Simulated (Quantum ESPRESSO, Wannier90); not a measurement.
**Wannierisation of ZrN (NiAs type)**

```xyz
4
Lattice="3.1872 0.0000 0.0000 -1.5936 2.7602 0.0000 0.0000 0.0000 5.4902" Properties=species:S:1:pos:R:3 pbc="T T T"
Zr     1.5936    -0.9201     1.3725
Zr    -1.5936     0.9201    -1.3725
N      0.0000     0.0000     0.0000
N      0.0000     0.0000     2.7451
```

Structure: Materials Project mp-1093992, symmetrised, not relaxed again. Not found in the COD (Crystallography Open Database) copy used, which has the formula in other groups; not checked further. Method: PBEsol plane waves in Quantum ESPRESSO 7.5 (PseudoDojo norm-conserving files, 68 Ry, spinors with spin-orbit coupling), Bloch states on a 6×6×4 mesh through Γ, Wannier90 4.0.1. Density: 12×12×6 mesh, cold smearing 0.01 Ry.

A tight-binding model is made by disentanglement and projection with no localisation steps (num_iter = 0), so the 32 orbitals stay atom-like: hydrogen-like Zr: d; N: p, axes along x, y, z; frozen window up to 1.50 eV relative to the Fermi level. It follows pw.x to 8.2 meV rms for states up to 1.0 eV relative to the Fermi level. Matrix elements depend on this choice of orbitals and windows.

The 30 largest hoppings ⟨m,0|H|n,R⟩ between different sites (one of each Hermitian pair; signs follow the real orbitals' lobes; the list may end inside a set of equal values):

```
m                n       R  distance of the centres (Å)  t (eV)  Im t (eV)
--------  --------  ------  ---------------------------  ------  ---------
Zr2 dyz↑    N3 py↑   0 1 0                         2.31   1.694      0.000
Zr2 dyz↑    N4 py↑  0 1 -1                         2.31  -1.694      0.000
N4 py↓    Zr1 dyz↓   0 1 0                         2.31   1.694      0.000
N3 py↓    Zr1 dyz↓   0 1 0                         2.31  -1.694      0.000
Zr2 dyz↓    N4 py↓  0 1 -1                         2.31  -1.694      0.000
Zr2 dyz↓    N3 py↓   0 1 0                         2.31   1.694      0.000
N3 py↑    Zr1 dyz↑   0 1 0                         2.31  -1.694      0.000
N4 py↑    Zr1 dyz↑   0 1 0                         2.31   1.694      0.000
N3 px↓    Zr2 dxz↓   0 0 0                         2.30   1.099      0.001
N4 px↓    Zr2 dxz↓   0 0 1                         2.30  -1.099     -0.001
N3 px↓    Zr2 dxz↓   1 0 0                         2.30   1.099     -0.001
Zr1 dxz↑    N3 px↑   1 0 0                         2.30  -1.099      0.001
N3 px↑    Zr1 dxz↑   0 0 0                         2.30  -1.099      0.001
N3 px↑    Zr2 dxz↑   0 0 0                         2.30   1.099     -0.001
N3 px↑    Zr2 dxz↑   1 0 0                         2.30   1.099      0.001
N3 px↓    Zr1 dxz↓   0 0 0                         2.30  -1.099     -0.001
Zr1 dxz↑    N4 px↑   1 0 0                         2.30   1.099     -0.001
Zr1 dxz↓    N3 px↓   1 0 0                         2.30  -1.099     -0.001
N4 px↓    Zr2 dxz↓   1 0 1                         2.30  -1.099      0.001
N4 px↑    Zr1 dxz↑   0 0 0                         2.30   1.099     -0.001
N4 px↑    Zr2 dxz↑   1 0 1                         2.30  -1.099     -0.001
Zr1 dxz↓    N4 px↓   1 0 0                         2.30   1.099      0.001
N4 px↑    Zr2 dxz↑   0 0 1                         2.30  -1.099      0.001
N4 px↓    Zr1 dxz↓   0 0 0                         2.30   1.099      0.001
N4 px↓    Zr1 dxy↓   0 1 0                         2.15   1.054      0.000
N3 px↓    Zr1 dxy↓   0 1 0                         2.15   1.053      0.000
Zr2 dxy↑    N4 px↑  0 1 -1                         2.15  -1.053      0.000
Zr2 dxy↑    N3 px↑   0 1 0                         2.15  -1.053      0.000
Zr2 dxy↓    N4 px↓  0 1 -1                         2.16  -1.053      0.000
Zr2 dxy↓    N3 px↓   0 1 0                         2.16  -1.053      0.000
```
